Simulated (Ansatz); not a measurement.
Tc₃Ru:
```xyz
8
Lattice="5.4669 0.0000 0.0000 -2.7335 4.7345 0.0000 0.0000 0.0000 4.3300" Properties=species:S:1:pos:R:3 pbc="T T T"
Tc     0.0000     1.5596     1.0825
Tc     2.7335     3.1749     3.2475
Tc     4.1162     0.7798     3.2475
Tc    -1.3828     3.9547     1.0825
Tc     1.3828     3.9547     1.0825
Tc     1.3507     0.7798     3.2475
Ru     0.0000     3.1563     3.2475
Ru     2.7335     1.5782     1.0825
```

Relaxed with r²SCAN. Special points in fractions of this cell's reciprocal vectors: Γ (0.000, 0.000, 0.000); M (0.500, 0.000, 0.000); K (0.333, 0.333, 0.000); A (0.000, 0.000, 0.500); L (0.500, 0.000, 0.500); H (0.333, 0.333, 0.500).

**Question.** List the band energies nearest the Fermi level at these points for DFT-r²SCAN in the program Ansatz with PAW potentials.

**Answer.** In eV from the Fermi level; about four levels below and three above (degenerate sets whole), none deeper than 8.9 eV; points with the same levels are listed once.

| k | below | above |
|---|---|---|
| Γ | -0.57 -0.57 -0.52 -0.52 | 1.78 2.39 2.39 |
| M | -0.94 -0.94 -0.73 -0.69 | 0.03 0.06 0.18 |
| K | -0.33 -0.04 -0.02 -0.02 | 0.91 0.96 0.96 |
| A | -0.33 -0.33 -0.33 -0.33 | 0.06 0.06 1.06 1.06 |
| L | -0.68 -0.68 -0.30 -0.30 | 1.48 1.48 1.83 1.83 |
| H | -0.55 -0.55 -0.19 -0.19 | 2.09 2.09 2.21 2.21 |

Space group P6_3/mmc. The first step of the workflow began from a Materials Project structure, measured or hypothetical; the Crystallography Open Database copy checked does not list it. With Tc and Ru taken as one species the cell has the higher symmetry P6_3/mmc, so it may be an ordered model of a mixed-site phase. Whether it is the stable phase at ambient conditions was not checked. The r²SCAN relaxation kept the symmetry of its start; whether a distortion lowers the energy is not shown. No spin polarisation was allowed. Scalar-relativistic: spin–orbit coupling is off unless named, which matters more the heavier the elements.

Potentials: the later of the program's two PAW sets.
